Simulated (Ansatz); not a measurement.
GaPd3N:
```yaml
crystal:
  lattice:
    - [4.08506, 0.00000, 0.00000]
    - [0.00000, 4.08506, 0.00000]
    - [0.00000, 0.00000, 4.08506]
  atoms:
    - { symbol: Ga, position: [0.00000, 0.00000, 0.00000] }
    - { symbol: Pd, position: [0.00000, 0.50000, 0.50000] }
    - { symbol: Pd, position: [0.50000, 0.00000, 0.50000] }
    - { symbol: Pd, position: [0.50000, 0.50000, 0.00000] }
    - { symbol: N, position: [0.50000, 0.50000, 0.50000] }
```

Relaxed with PBEsol (plane waves, PAW; program Ansatz). Indices refer to the conventional cell of Pm-3m, a = 4.085 Å, b = 4.085 Å, c = 4.085 Å, α = 90.00°, β = 90.00°, γ = 90.00°.

Question: Simulate the powder diffraction pattern (Cu Kα, λ = 1.54184 Å; lines above 1 %) up to 2θ = 90°.

Answer: Simulated powder pattern, Cu Kα, λ = 1.54184 Å (kinematic, ideal powder, no thermal factors, no anomalous dispersion; the 30 strongest lines at most, above 1 %, up to 2θ = 90°):

| 2θ (°) | d (Å) | I/Imax (%) | hkl |
|---|---|---|---|
| 21.76 | 4.085 | 5.9 | (100) |
| 38.16 | 2.359 | 100 | (111) |
| 44.35 | 2.043 | 55 | (200) |
| 49.92 | 1.827 | 1.9 | (210) |
| 64.52 | 1.444 | 33 | (220) |
| 77.50 | 1.232 | 35 | (311) |
| 81.65 | 1.179 | 11 | (222) |

The start of the workflow was typed in or built on a structure type; neither database checked (COD, Materials Project) lists it. Whether it is the stable phase at ambient conditions was not checked. The PBEsol relaxation kept the symmetry of its start. At this level the phase is dynamically unstable (imaginary phonons). No spin polarisation was allowed. Spin–orbit coupling is left out wherever it is not named.

Potentials: the earlier of the program's two PAW sets. The files were generated under PBE; for other functionals the program regenerates the frozen cores, and for LDA and PBEsol the local potential too.
